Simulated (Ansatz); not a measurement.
A geometry of Zr away from equilibrium: the start of the relaxation of a generated cell, Zr placed in the AFLOW prototype A_cI16_220_c (as in Li). The numbers are results of PBE (plane waves to 420 eV, PAW, scalar-relativistic; Ansatz, an electronic-structure program), not measurements. Γ-centred k-mesh 7×7×7 on the run's cell (coarser than for final values), Fermi–Dirac smearing 0.05 eV.

```xyz
8
Lattice="-3.5957 3.5957 3.5957 3.5957 -3.5957 3.5957 3.5957 3.5957 -3.5957" Properties=species:S:1:pos:R:3 pbc="T T T"
Zr     1.4455     1.4455     1.4455
Zr    -1.4455     2.1502     1.4455
Zr     2.1502     1.4455    -1.4455
Zr     1.4455    -1.4455     2.1502
Zr     3.2433     3.2433     3.2433
Zr     0.3524     3.9481    -0.3524
Zr     3.9481    -0.3524     0.3524
Zr    -0.3524     0.3524     3.9481
```

Question: What forces act on the atoms (eV/Å)?

Answer: 
```tsv
atom	Fx	Fy	Fz
Zr1	0.80	0.80	0.80
Zr2	-0.80	-0.80	0.80
Zr3	-0.80	0.80	-0.80
Zr4	0.80	-0.80	-0.80
Zr5	0.80	0.80	0.80
Zr6	-0.80	-0.80	0.80
Zr7	-0.80	0.80	-0.80
Zr8	0.80	-0.80	-0.80
```

Question: What is the pressure?

Answer: +2.3 GPa, compression positive.

Question: How far above the relaxed end point is this geometry?

Answer: 0.29 eV/atom; the path ends in I-43d (No. 220) (AFLOW prototype A_cI16_220_c (as in Li)).

No spin polarisation in the result.

The run could not lose the symmetry of its start, so the end can be a saddle point.

The end of the path is a generated cell of Zr: the first start was made by placing the elements on the sites of a structure type, and the end was not matched to a known phase here, so it may be hypothetical. Known forms of Zr include space group No. 194.
